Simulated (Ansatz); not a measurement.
A plane-wave DFT run in Ansatz 0.2.0 (scalar-relativistic PAW potentials unless the input names others): input and command.

```yaml
crystal:
  lattice:
    - [4.3192966811, 0.0, 0.0]
    - [-2.1596483406, 3.7406206523, 0.0]
    - [0.0, 0.0, 2.6466994667]
  atoms:
    - { symbol: Ru, position: [0.0, 0.0, 0.0] }
    - { symbol: Rh, position: [0.3333333333, 0.6666666667, 0.5] }
    - { symbol: Rh, position: [0.6666666667, 0.3333333333, 0.5] }
basis:
  ecutwfc: 420
kpoints:
  mp_grid: { grid: [12, 12, 18] }
hamiltonian:
  xc: pbe
scf:
  occupations: { method: gaussian, width: 0.1 }
  algorithm: density_mixing
  mixing: { preconditioner: none, algorithm: anderson, beta: 0.5, ndim: 16 }
output:
  forces: true
  eigenvalues: true
  stress: true
```

```bash
ansatz run input.yaml --threads 1 --pin off --max-ram 2560MiB --backend cpu --events-out ev --progress --plain --runs-dir out
```

Abridged log:
```
Basis set: ecut = 420 eV, 903 PW (Γ), exchange–correlation on 60×60×36 points (8 copies of the dense FFT grid, shifted against one another)
Bands: 30, of which v1, the nominal top of the filled ones, is band 25 counted from 1 (24 counted from 0)
Symmetry: 24 space group operations
k-points: 190 of 2592
SCF iter   1: F=—  HF=-18683.742229 eV  |F-HF|=—  |Δ(HF+E_count)|=         —  Δρ=6.39e-3  dr2=7.11e-3  ethr=1.77e-3  ⟨swp⟩=4.5  Hψ=19139  notcnv=0
SCF iter   2: F=—  HF=-18683.757647 eV  |F-HF|=—  |Δ(HF+E_count)|=   1.54e-2  Δρ=1.53e-2  dr2=1.90e-1  ethr=1.42e-5  ⟨swp⟩=2.1  Hψ=11606  notcnv=0  κ⁻¹=1.0e0(r=1)
SCF iter   3: F=—  HF=-18683.746913 eV  |F-HF|=—  |Δ(HF+E_count)|=   1.07e-2  Δρ=3.01e-3  dr2=1.38e-3  ethr=1.42e-5  ⟨swp⟩=2.0  Hψ=8131  notcnv=0  κ⁻¹=5.1e-3(r=2)
SCF iter   4: F=—  HF=-18683.747621 eV  |F-HF|=—  |Δ(HF+E_count)|=   7.09e-4  Δρ=4.12e-4  dr2=1.85e-5  ethr=2.76e-6  ⟨swp⟩=2.5  Hψ=8316  notcnv=0  κ⁻¹=2.7e-4(r=3)
SCF iter   5: F=—  HF=-18683.747625 eV  |F-HF|=—  |Δ(HF+E_count)|=   4.21e-6  Δρ=1.20e-4  dr2=2.25e-6  ethr=3.70e-8  ⟨swp⟩=2.1  Hψ=9752  notcnv=0  κ⁻¹=1.5e-5(r=4)
SCF iter   6: F=—  HF=-18683.747626 eV  |F-HF|=—  |Δ(HF+E_count)|=   7.86e-7  Δρ=2.32e-5  dr2=1.19e-7  ethr=4.51e-9  ⟨swp⟩=2.4  Hψ=9089  notcnv=0  κ⁻¹=5.4e-7(r=5)
SCF iter   7: F=-18683.747626 eV  HF=-18683.747626 eV  |F-HF|=4.34e-9  |Δ(HF+E_count)|=   2.29e-8  Δρ=5.22e-6  dr2=6.06e-9  ethr=2.00e-10  ⟨swp⟩=5.1  Hψ=20482  notcnv=0
SCF 1 converged in 7 iterations: F = -18683.747626 eV  dr2 = 6.06e-9
SCF converged after 7 iterations
Stability not checked: this state was not tested for a lower state beside it, because the mixer in use, unlike msr1, does not test its closes by its own steps (another_mixer; see scf.mixing.algorithm and scf.lower_state_search)
Free energy (F): -18683.747626 eV
Harris-Foulkes:  -18683.747626 eV  (|F-HF|=4.34e-9)
Internal energy: -18683.726819 eV  (E = F + TS)
E sigma→0 (E₀):  -18683.737223 eV
Entropy (-TS):   -0.020807 eV (-6.936 meV/atom)
Fermi energy:    21.750995 eV
--- Forces (eV/Å), atoms counted from 1 ---
  atom   1  Ru     0.00000000     0.00000000     0.00000000
  atom   2  Rh     0.00000000     0.00000000     0.00000000
  atom   3  Rh     0.00000000     0.00000000     0.00000000
--- Stress (GPa, compression-positive) ---
        0.022041       0.000000       0.000000
        0.000000       0.022041       0.000000
        0.000000       0.000000       0.001005
  P = ⅓ Tr σ = 0.0150 GPa (0.150 kbar)
```

Apart from outputs, empty bands and the relaxation, which only the reference makes, the input differs from a reference run on usual settings in scf.algorithm: not typed → "density_mixing"; scf.mixing.preconditioner: not typed → "none"; scf.mixing.algorithm: not typed → "anderson"; scf.mixing.beta: not typed → 0.5; scf.mixing.ndim: not typed → 16. The reference, at the same geometry, ended its own course with pressure 0.02 GPa, largest force 0.000 eV/Å, no gap on the mesh. This run converged in 7 SCF iterations with an energy at zero smearing within 0.01 meV/atom of the reference's, pressure 0.02 GPa, largest force 0.000 eV/Å, no gap on the mesh.

The run took 11 s on 1 thread of Intel(R) Xeon(R) Platinum 8259CL CPU @ 2.50GHz (Skylake/Cascade Lake), on a shared host, peak memory 0.52 GiB.